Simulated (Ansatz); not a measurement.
HfO₂ (fluorite, space group No. 225), a = b = c = 5.044 Å, α = β = γ = 90.00°; the cell used has 3 atoms.

Relaxed with PBEsol. PBEsol (plane waves, PAW; program Ansatz) gives a gap of 3.69 eV.

Task: What gap does HSE06 give on the same cell (Ansatz, PAW)?

Result: 5.43 eV, 1.75 eV more. The hybrid was solved on a coarser mesh and at special points; its gap is the smallest among all of these.

```tsv
k	v1 PBEsol	c1 PBEsol	v1 HSE06	c1 HSE06
Γ	-0.63	3.81	(withheld)	(withheld)
X	0.00	3.69	0.00	5.43
L	-1.88	4.57	(withheld)	(withheld)
W	-0.21	4.77	(withheld)	(withheld)
K	-0.35	4.25	(withheld)	(withheld)
```

Task: Top valence (v1) and lowest conduction level (c1) in eV from each method's valence maximum (which need not be a listed point): supply the withheld HSE06 values.

Result: 
- L, v1 HSE06: -2.03
- L, c1 HSE06: 6.40
- Γ, v1 HSE06: -0.68
- Γ, c1 HSE06: 5.59
- K, v1 HSE06: -0.37
- K, c1 HSE06: 6.01
- W, v1 HSE06: -0.23
- W, c1 HSE06: 6.54

Cost on shared cores: the PBEsol run (SCF on a 9×9×9 mesh, then bands and DOS) very roughly 7 core-seconds, the HSE06 run (SCF on 7×7×7, then a few points) around 120 core-seconds (rough); the tasks are unlike.

Space group Fm-3m (fluorite). This is a known high-temperature phase of the composition, computed here at zero pressure and temperature. Symmetry was held in the PBEsol relaxation; whether a distortion lowers the energy is not shown. The run is not spin-polarised. Scalar-relativistic: spin–orbit coupling is off unless named, which matters more the heavier the elements.

Potentials: the later of the program's two PAW sets.
